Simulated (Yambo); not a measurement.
Yambo run on KScS2O8 (space group C2/m, No. 12). The wavefunctions are LDA (Quantum ESPRESSO, PseudoDojo norm-conserving, 84 Ry, no spin-orbit coupling) ones on a 2×2×1 mesh (40 occupied bands); a = b = 5.044 Å, c = 8.183 Å, α = β = 93.94°, γ = 64.31°.

Yambo input:

```
rim_cut
gw0
dyson
el_el_corr
HF_and_locXC
ppa
em1d
RandQpts= 1000000
RandGvec= 1 Ry
EXXRLvcs= 84 Ry
VXCRLvcs= 336 Ry
Chimod= "HARTREE"
% BndsRnXp
 2 | 277 |
%
NGsBlkXp= 3 Ry
% LongDrXp
 1.0 | 1.0 | 1.0 |
%
PPAPntXp= 27.2114 eV
% GbndRnge
 1 | 277 |
%
GTermKind= "BG"
DysSolver= "n"
ExtendOut
% QPkrange
 3 | 3 | 40 | 41 |
%
```

k points by index: 3 = (-0.5, -0.5, 0).

Resulting energies as the program prints them:

```
#    K-point    Band    Eo [eV]    E [eV]    E-Eo [eV]    Vxc [eV]    Vnlxc [eV]    Sc|Eo [eV]    Sc|E [eV]    dSc/dw|Eo [eV]    Re(Z)    Im(Z)
#
    3    40    0.000000    -1.463100    -1.463100    -19.98627    -25.67623    3.908464    4.226862    -5.921159    0.821287    -0.001218
    3    41    4.190833    6.812800    2.621967    -17.58181    -9.591164    -4.808439    -5.368681    -5.813881    0.823954    -0.001466
```
(The two width columns are left out.) Convergence of these settings isn't established.

Geometry of the Materials Project entry, not relaxed at this level.

The structure is a Materials Project entry; no match was found in the copy of COD used, and its stability was not checked.
